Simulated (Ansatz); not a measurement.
SiGe:
```
SiGe
1.0
    3.19729     0.00000     0.00000
    0.00000     3.19729     0.00000
    0.00000     0.00000     3.19729
Ge Si
1 1
Direct
  0.00000   0.00000   0.00000
  0.50000   0.50000   0.50000
```

Relaxed with PBEsol. Special points in fractions of this cell's reciprocal vectors: Γ (0.000, 0.000, 0.000); X (0.000, 0.500, 0.000); M (0.500, 0.500, 0.000); R (0.500, 0.500, 0.500).

Problem. List the band energies nearest the Fermi level at these points for DFT-PBEsol in the program Ansatz with PAW potentials.

Solution. In eV from the Fermi level; about four levels below and three above (degenerate sets whole), none deeper than 8.9 eV; … stands for higher levels left out; points with the same levels are listed once.

```tsv
k	below	above
Γ	-0.75 -0.56 -0.56 -0.56	3.33 3.33 …
X	–	2.82 2.82 3.00 3.00
M	-7.75 -6.62 -6.05 -6.05	4.63 5.21 7.41 7.41
R	-2.58 -2.58 -2.58 -2.24 -2.24 -2.24	…
```

Space group Pm-3m (CsCl type). A made-up cell: these elements were put on the sites of a structure type; neither database checked (COD, Materials Project) lists it. Its standing as an ambient phase is unchecked. Symmetry was held in the PBEsol relaxation. At this level the phase is mechanically unstable. Spin–orbit coupling is left out wherever it is not named.

Potentials: the earlier of the program's two PAW sets. The files were generated under PBE; for other functionals the program regenerates the frozen cores, and for LDA and PBEsol the local potential too.
